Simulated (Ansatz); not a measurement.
**From the elastic tensor of Hg$_{3}$P$_{2}$ to moduli and sound speeds**

All numbers below come from Ansatz, DFT PBE, scalar-relativistic, plane waves, PAW. Plane waves to 420 eV; Γ-centred k mesh 6×6×6; fixed occupations. No spin polarisation.

Space group R-3m (No. 166), trigonal, a = 7.236 Å, c = 10.799 Å. Hg has 2 P at 2.45 Å; around P lie 3 Hg at 2.45 Å.

The cell was found from a structure generator's guess, not taken from experiment. Spin–orbit coupling is left out, which matters for heavy elements. No dispersion correction is applied, so modes and constants that involve weak contacts between layers, chains or molecules come out too soft.

Relaxed-ion constants (GPa, on the Cartesian axes of the calculation):
C11 = 26.1, C12 = 7.5, C13 = 1.1, C14 = -1.9, C22 = 26.1, C23 = 1.1, C24 = 1.9, C33 = 3.3, C44 = 0.5, C55 = 0.5, C56 = -1.9, C66 = 9.3 GPa; the others vanish.

Density 6.751 g/cm³; 5 atoms in 163.24 Å³.

With S = C⁻¹: B_V = (C11+C22+C33+2(C12+C13+C23))/9, G_V = (C11+C22+C33−C12−C13−C23+3(C44+C55+C66))/15, 1/B_R = S11+S22+S33+2(S12+S13+S23), 15/G_R = 4(S11+S22+S33−S12−S13−S23)+3(S44+S55+S66); Hill is their mean. Then v_l = √((B+4G/3)/ρ), v_t = √(G/ρ), v_m = [(2/v_t³+1/v_l³)/3]^(−1/3) and Θ = (ħ/k_B)·v_m·(6π²n/V)^(1/3) for n atoms in the volume V; E = 9BG/(3B+G), ν = (3B−2G)/(2(3B+G)) and A^U = 5G_V/G_R + B_V/B_R − 6.

- Bulk modulus, Voigt / Reuss / Hill: 8.3 / 3.0 / 5.7 GPa
- Shear modulus, Voigt / Reuss / Hill: 5.1 / 0.3 / 2.7 GPa
- Young's modulus: 7 GPa
- Poisson ratio: 0.296
- Pugh ratio B/G: 2.12 (over 1.75, the rule of thumb for ductile)
- Universal anisotropy index: 93.36
- Longitudinal and transverse sound speeds: 1171 and 630 m/s
- Debye temperature from the mean sound speed: 66 K
